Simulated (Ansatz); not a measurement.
Given:

HfGe:
```yaml
crystal:
  lattice:
    - [3.81713, 0.00000, 0.00000]
    - [-1.90857, 3.30573, 0.00000]
    - [0.00000, 0.00000, 6.66410]
  atoms:
    - { symbol: Hf, position: [0.00000, 0.00000, 0.00000] }
    - { symbol: Hf, position: [0.00000, 0.00000, 0.50000] }
    - { symbol: Ge, position: [0.33333, 0.66667, 0.25000] }
    - { symbol: Ge, position: [0.66667, 0.33333, 0.75000] }
```

This is the PBE-relaxed structure.

Problem. All from DFT-PBE in the program Ansatz with PAW potentials, unless another level is named. Estimate the electronic character.

Solution. metallic (no gap).

Problem. And the density of states at the Fermi level?

Solution. 0.39 states/eV per atom (mean over ±0.08 eV).

Problem. What about the formation energy from the elements (no fitted shifts)?

Solution. -0.49 eV/atom.

Space group P6_3/mmc (NiAs type). The cell is a constructed one: a structure type filled with these elements; neither database checked (COD, Materials Project) lists it. Whether it is the stable phase at ambient conditions was not checked. The PBE relaxation kept the symmetry of its start; whether a distortion lowers the energy is not shown. The run is not spin-polarised. The references are the lowest solids computed at this level, not always the standard phases. Spin–orbit coupling is left out wherever it is not named.

Potentials: the later of the program's two PAW sets.
